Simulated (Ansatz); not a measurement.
Ansatz 0.2.0, settings compared: Pb$_{2}$S$_{2}$Br

The command:

```bash
ansatz run input.yaml --threads 1 --pin off --max-ram 2560MiB --backend cpu --events-out ev --progress --plain --runs-dir out
```

The input file (Ansatz 0.2.0, plane waves):

```yaml
crystal:
  lattice:
    - [0.0, 4.296471, 0.0]
    - [4.296471, 0.0, 0.0]
    - [2.148235, 2.148235, -7.142471]
  atoms:
    - { symbol: Pb, position: [0.15, 0.15, 0.7] }
    - { symbol: Pb, position: [0.85, 0.85, 0.3] }
    - { symbol: S, position: [0.75, 0.25, 0.5] }
    - { symbol: S, position: [0.25, 0.75, 0.5] }
    - { symbol: Br, position: [0.5, 0.5, 0.0] }
  symmetry: { tolerance: 0.0003 }
kpoints:
  mp_grid: { grid: [5, 5, 5], shift: [0, 0, 0] }
magnetization:
  spin_polarized: false
scf:
  occupations: { method: cold, width: 0.028 }
hamiltonian:
  pseudopotentials: { kind: paw }
  xc: blyp
basis:
  ecutwfc: 420
output:
  forces: true
  stress: true
  eigenvalues: true
```

Origin of the cell: a known structure type with other elements, at an estimated volume, so it need not be a known compound.

Output of this run (shortened):

```
Pseudopotentials: kind: paw
Pseudopotential: Pb, paw, valence charge 14, recommended cutoff 420 eV (normal), Pb.paw.azcp
Pseudopotential: S, paw, valence charge 6, recommended cutoff 420 eV (normal), S.paw.azcp
Pseudopotential: Br, paw, valence charge 7, recommended cutoff 420 eV (normal), Br.paw.azcp
Functional definition: BLYP
  exchange = b88_x(beta = beta)
  correlation = lyp_c(a = a, b = b, c = c, d = d)
Crystal: 5 atoms, lattice volume = 131.848 Å³
Basis set: ecut = 420 eV, 2551 PW (Γ), exchange–correlation on 60×60×108 points (8 copies of the dense FFT grid, shifted against one another)
[… 13 lines left out …]
Initial density: superposition of atomic densities (neutral atoms: chi_scale 0, normalization atom), corrected by the library's trained network
Functional: x = b88, c = lyp
SCF iter   1: F=—  HF=-28477.350395 eV  Δρ=6.81e-3  dr2=6.01e-2
SCF iter   2: F=—  HF=-28477.337266 eV  S|Δr|=    0.00e0  Δρ=3.70e-3  dr2=1.81e-2  defer=14
SCF iter   3: F=—  HF=-28477.331635 eV  S|Δr|=    0.00e0  Δρ=5.03e-4  dr2=5.19e-4  defer=21
SCF iter   4: F=—  HF=-28477.331681 eV  S|Δr|=    0.00e0  Δρ=2.16e-4  dr2=9.49e-5  defer=21
SCF iter   5: F=—  HF=-28477.331589 eV  S|Δr|=    0.00e0  Δρ=6.70e-5  dr2=9.13e-6  defer=21
SCF iter   6: F=—  HF=-28477.331593 eV  S|Δr|=    0.00e0  Δρ=2.26e-5  dr2=2.64e-6  defer=21
SCF iter   7: F=—  HF=-28477.331593 eV  S|Δr|=    0.00e0  Δρ=7.62e-6  dr2=1.75e-7  defer=21
SCF iter   8: F=-28477.331593 eV  HF=-28477.331593 eV  S|Δr|=    0.00e0  Δρ=2.65e-6  dr2=2.88e-8
SCF 1 converged in 8 iterations: F = -28477.331593 eV  dr2 = 2.88e-8
SCF converged after 8 iterations
Stability not checked: this state was not tested for a lower state beside it, because cold or Methfessel-Paxton smearing, or corrected tetrahedra, fill the levels in a way that the test cannot read (fill_not_monotonic; […]
Free energy (F): -28477.331593 eV
Harris-Foulkes:  -28477.331593 eV  (|F-HF|=1.18e-8)
Internal energy: -28477.330317 eV  (E = F + TS)
E sigma→0 (E₀):  -28477.331168 eV
Entropy (-TS):   -0.001277 eV (-0.255 meV/atom)
Fermi energy:    6.985021 eV
--- Per-component energies (eV) ---
  E_band       = -131.678312
  E_kinetic    = 940.596567
  E_local      = -3213.497657  (includes V_loc(G=0)·N_el)
  E_nonlocal   = 827.728771
  E_hartree    = 1268.275560
  E_xc         = -897.537984
  E_vxc        = -537.535839  (∫ρ·V_xc dr)
  E_paw        = -24342.615539  (= ΣΔE_a)
  E_vpaw       = -685.518198  (= ΣTr[D̂ρ^β])
  E_aug_tail   = 0.000103  (compensation charges beyond the density's cutoff)
  E_ewald      = -3060.162781
  E_core_change = -0.117356  (= ΣΔE_core)
  E_smearing   = -0.001277  (= −TS)
  Σ components = -28477.331593   (vs F -28477.331593, Δ=0.00e0)
--- Forces (eV/Å), atoms counted from 1 ---
  atom   1  Pb    -0.000000    -0.000000    -3.878322
  atom   2  Pb     0.000000     0.000000     3.878322
  atom   3  S      0.000000     0.000000    -0.000000
  atom   4  S     -0.000000    -0.000000     0.000000
  atom   5  Br     0.000000     0.000000     0.000000
  max |Σ_I F_I| component: 1.73e-18 eV/Å
--- Stress (GPa, compression-positive) ---
       19.725242      -0.000000      -0.000000
       -0.000000      19.725242      -0.000000
       -0.000000      -0.000000      13.569878
  P = ⅓ Tr σ = 17.6735 GPa (176.735 kbar)
```

The same input was run again with these changes:

1. `magnetization` { spin_polarized: false } → { spin_polarized: true } (starts: small); typed moments: Pb1 0.2, Pb2 0.2, S3 0.2, S4 0.2, Br5 0.2
2. `kpoints.mp_grid.shift` [0, 0, 0] → [0.5, 0.5, 0.5]; `scf.lower_state_search` default → light
3. `scf.mixing.preconditioner` default → resta
4. `scf.occupations` { method: cold, width: 0.028 } → { method: fixed }; `scf.max_iter` default → 100

```csv
run,end,SCF iterations,P (GPa),max force component (eV/Å),moment (μB),ΔE(σ→0) (meV/atom)
base,converged,8,17.67,3.878,–,0
1,converged,14,17.78,3.987,0.57,-1.74
2,converged,8,17.55,3.720,–,-2.86
3,converged,10,17.67,3.878,–,0.00
4,input refused,0,–,–,–,–
```

Energies are compared only where functional, datasets, charge and starting cell are the same.

Caveats of the base run: forces of this functional can be a tenth off on datasets made under PBE; no moments, though an odd count or open d shells may carry them; no spin-orbit coupling, though heavy elements are present; the k mesh is coarse if the cell is a metal.

Run 1: one start, so the magnetic state may not be the lowest.
Run 2: the k mesh keeps only part of the crystal's symmetry.

The base run ran for 10 s of wall time on 1 CPU thread(s) of a shared host, from the program's own first density.
